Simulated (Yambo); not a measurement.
CsTaP2O8 (space group C2/m, No. 12), G0W0@PBEsol in Yambo with this input:

```
rim_cut
gw0
dyson
el_el_corr
HF_and_locXC
ppa
em1d
RandQpts= 1000000
RandGvec= 1 Ry
EXXRLvcs= 84 Ry
VXCRLvcs= 336 Ry
Chimod= "HARTREE"
% BndsRnXp
 2 | 307 |
%
NGsBlkXp= 7 Ry
% LongDrXp
 1.0 | 1.0 | 1.0 |
%
PPAPntXp= 27.2114 eV
% GbndRnge
 1 | 307 |
%
GTermKind= "BG"
DysSolver= "n"
ExtendOut
```

On a 2×2×1 mesh, with wavefunctions cut at 84 Ry, the gap ((-0.5, -0.5, 0) → Γ) is 6.119 eV and the valence edge shifts by -1.124 eV.

**Question.** What happens with this change: 3 Ry block?

**Answer.** The gap rises by 0.162 eV, to 6.281 eV; the shift of the valence edge becomes -1.161 eV. Neither run is shown to be the converged limit.

Spin-orbit coupling is not included.

Geometry of the Materials Project entry, not relaxed at this level; primitive cell a = 5.154 Å, b = 5.154 Å, c = 9.017 Å, α = 92.81°, β = 92.81°, γ = 61.77°.

The structure is a Materials Project entry; no match was found in the copy of COD used, and its stability was not checked.

A shift is the quasiparticle energy of the state minus its PBEsol energy.
